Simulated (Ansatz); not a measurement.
## Relaxing a structure of HfO2

The start is a generated cell, HfO2 placed in the AFLOW prototype AB2_hP3_191_a_d (C32, as in AlB2). A full variable-cell relaxation at zero pressure is run with r2SCAN (plane waves to 500 eV, PAW, scalar-relativistic; Ansatz, a program for electronic structure). The first steps use a 11×11×9 k-mesh.

The start:
```yaml
crystal:
  lattice:
    - [3.31513, 0.00000, 0.00000]
    - [-1.65757, 2.87099, 0.00000]
    - [0.00000, 0.00000, 3.58950]
  atoms:
    - { symbol: Hf, position: [0.00000, 0.00000, 0.00000] }
    - { symbol: O, position: [0.33333, 0.66667, 0.50000] }
    - { symbol: O, position: [0.66667, 0.33333, 0.50000] }
```

Task: How large is the pressure on the unrelaxed cell, and of which sign?

Result: -2.9 GPa (negative: the cell is under tension).

Task: How does the volume change?

Result: -13.7 %, from 11.39 to 9.83 Å³/atom.

Task: How do the shortest distances between atoms change?

Result: The closest pairs of elements (up to four, under 3.6 Å), start → end: O–O 1.91 → 2.07 Å; Hf–O 2.62 → 2.46 Å; Hf–Hf 3.32 → 2.66 Å.

Task: What band gap does the relaxed structure have at this level?

Result: No gap (metallic).

Task: What does it relax into? Give the structure.

Result: 
Space group P6/mmm (No. 191); a = b = 3.577 Å, c = 2.662 Å, α = β = 90.00°, γ = 120.00°

```
atom  site  symmetry       x       y       z
----  ----  --------  ------  ------  ------
Hf      1a     6/mmm  0.0000  0.0000  0.0000
O       2d      -6m2  0.3333  0.6667  0.5000
```

The space group stays P6/mmm (No. 191) (the run could not lower it), with 3 atoms in the primitive cell. Final values are on a 15×15×17 k-mesh of the relaxed cell. No spin polarisation in the result. The d or f electrons are treated with no Hubbard U.

The run could not lose the symmetry of its start: the end is stationary, and may be a saddle point rather than a minimum.

All atoms sit on sites fixed by symmetry, so only the cell could relax.

The relaxed structure here is a generated cell of HfO2: the first start was made by placing the elements on the sites of a structure type, and the end was not matched to a known phase here, so it may be hypothetical. Known forms of HfO2 include space group No. 14, 29, 137, 225.
